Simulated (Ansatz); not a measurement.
Consider the following.

BaN:
Space group F-43m (No. 216); a = b = c = 6.0418 Å, α = β = γ = 90.00°

```
atom  site  symmetry       x       y       z
----  ----  --------  ------  ------  ------
Ba      4a      -43m  0.0000  0.0000  0.0000
N       4c      -43m  0.2500  0.2500  0.2500
```
(The calculation used a cell of 2 atoms; values per cell refer to that cell.)

This is the r²SCAN-relaxed structure.

All from plane-wave PAW r²SCAN (Ansatz code), unless another level is named. Predict the electronic character.

metallic (no gap).

Give the formation energy from the elements (no fitted shifts).

15 kJ/mol of atoms.

Next, the density of states at the Fermi level?

1.8 states/eV per atom (mean over ±0.08 eV).

The start of the workflow was typed in or built on a structure type; neither database checked (COD, Materials Project) lists it. Its standing as an ambient phase is unchecked. Symmetry was held in the r²SCAN relaxation; whether a distortion lowers the energy is not shown. Its formation energy is positive at this level, so the cell may be metastable or incomplete. With an odd number of electrons in the cell and no spin polarisation, the count alone makes it a metal. The references are the lowest solids computed at this level, not always the standard phases (solids in place of the gases). Spin–orbit coupling is left out wherever it is not named.

Potentials: the earlier of the program's two PAW sets. The files were generated under PBE; for other functionals the program regenerates the frozen cores, and for LDA and PBEsol the local potential too.
